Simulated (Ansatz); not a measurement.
# Cd3Te2Se: computed properties

The calculation used DFT PBE, scalar-relativistic, plane waves, PAW (Ansatz 0.2.0).

Cutoff 420 eV; k points 12×12×2 on the computed 12-atom cell (Γ-centred); Gaussian smearing, width 0.01 eV; no spin polarisation.

The structure is relaxed at this level of theory with its symmetry kept, and needn't be the ground state of this composition.

Space group P6_3mc (No. 186), hexagonal, a = 4.580 Å, c = 22.484 Å. Around Cd on its first site lie 1 Se at 2.69 Å and 3 Te at 2.84 Å; around Cd on its second site lie 4 Te at 2.84–2.86 Å; around Cd on its third site lie 3 Se at 2.75 Å and 1 Te at 2.87 Å; around Te on its first site lie 4 Cd at 2.84–2.86 Å; Te on its second site has 4 Cd at 2.84–2.87 Å; Se has 4 Cd at 2.69–2.75 Å.

| Quantity | Value |
| --- | --- |
| Volume per atom | 34.04 Å³ |
| Formation energy from the elements' standard states (uncorrected) | -0.503 eV/atom |
| Kohn–Sham band gap | 0.26 eV, direct at Γ |
| Orbital (Löwdin) character of the top 1 eV of the valence band | Te 5p 78 %, Se 4p 14 % |
| Orbital (Löwdin) character of the lowest 1 eV of the conduction band | Cd 5s 52 %, Te 5p 17 %, Se 4p 14 %, unprojected 5 % |
| Electron masses at the edge by direction of the standard setting (m_e; one valley, along these axes only; no spin-orbit coupling) | x: 0.047; y: 0.047; z: 0.052 |
| Hole masses at the edge by direction of the standard setting (m_e; one valley, along these axes only; no spin-orbit coupling) | x: 1.2, 0.045; y: 1.2, 0.045; z: 2.0, 2.0 |

Spin-orbit coupling is left out, which matters for the bands of heavy elements.

The cell was found from a structure generator's guess, not taken from experiment. Kohn–Sham gaps at this level usually fall short of measured ones. Löwdin shares on free-atom orbitals overweight diffuse shells in the empty bands.
